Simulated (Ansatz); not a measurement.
# Mg₃BeTe₄: rattling a relaxed structure

The structure comes from a proposed guess, relaxed at this level; another structure or a mixture of phases may lie lower.

Theory: DFT PBE, scalar-relativistic, plane waves, PAW in Ansatz. Plane waves to 420 eV, a k mesh through Γ of 4×4×4 on the computed 8-atom cell and Gaussian smearing (0.02 eV); no spin polarisation.

The cell below (8 atoms, space group P-43m (No. 215)) is relaxed within its symmetry.

```
Mg Be Te
1.0
     6.29554    0.00000    0.00000
     0.00000    6.29554    0.00000
     0.00000    0.00000    6.29554
Mg Be Te
3 1 4
Direct
  0.50000 0.00000 0.50000
  0.00000 0.50000 0.50000
  0.50000 0.50000 0.00000
  0.00000 0.00000 0.00000
  0.22964 0.77036 0.77036
  0.77036 0.77036 0.22964
  0.77036 0.22964 0.77036
  0.22964 0.22964 0.22964
```

For the test it was strained at random (σ = 1.5 % a component), the atoms were moved at random (σ = 0.05 Å), and all was relaxed again on a coarse 2×2×2 mesh (in the run’s order of axes) with 0.10 eV smearing, with no symmetry imposed.

These runs have no spin–orbit coupling, which can matter for Te.

Q: What happens?

A: It returns, within 1 meV/atom of the unmoved cell on that mesh and with the same symmetry when read at 0.1 Å (Cm at 0.01 Å, so small strains and shifts remain). No instability shows in this cell; modes of other wave vectors, which need another repeat, aren't tested.
